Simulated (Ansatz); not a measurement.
Re:
Space group P-6m2 (No. 187); a = 2.776 Å, b = 2.776 Å, c = 17.925 Å, α = 90.00°, β = 90.00°, γ = 120.00°

```tsv
atom	site	symmetry	x	y	z
Re	2g	3m.	0.0000	0.0000	0.3750
Re	2h	3m.	0.3333	0.6667	0.2504
Re	2g	3m.	0.0000	0.0000	0.1251
Re	1c	-6m2	0.3333	0.6667	0.0000
Re	1f	-6m2	0.6667	0.3333	0.5000
```

Relaxed at zero pressure with plane-wave PAW PBE (Ansatz code).

Problem. The volume is raised by 6 % and shape and atoms relax at that volume. What pressure results, and how do the axes share the change?

Solution. -18.7 GPa; a 2.0 %, b 2.0 %, c 1.9 %; the energy rises by 55 meV/atom.

Problem. Give the new structure.

Solution. 
Space group P-6m2 (No. 187); a = b = 2.831 Å, c = 18.270 Å, α = β = 90.00°, γ = 120.00°

```tsv
atom	site	symmetry	x	y	z
Re	2g	3m.	0.0000	0.0000	0.3749
Re	2h	3m.	0.3333	0.6667	0.2505
Re	2g	3m.	0.0000	0.0000	0.1250
Re	1c	-6m2	0.3333	0.6667	0.0000
Re	1f	-6m2	0.6667	0.3333	0.5000
```

The phase is kept; no other phase was compared at this pressure.

The start of the workflow was typed in or built on a structure type; neither database checked (COD, Materials Project) lists it. It is not the phase usual at ambient conditions (space group No. 194). The PBE relaxation kept the symmetry of its start; whether a distortion lowers the energy is not shown. No spin polarisation was allowed. Axis ratios of metals converge slowly with the k-mesh, so a and c are less sure than the volume. Scalar-relativistic: spin–orbit coupling is off unless named, which matters more the heavier the elements.

Potentials: the earlier of the program's two PAW sets.
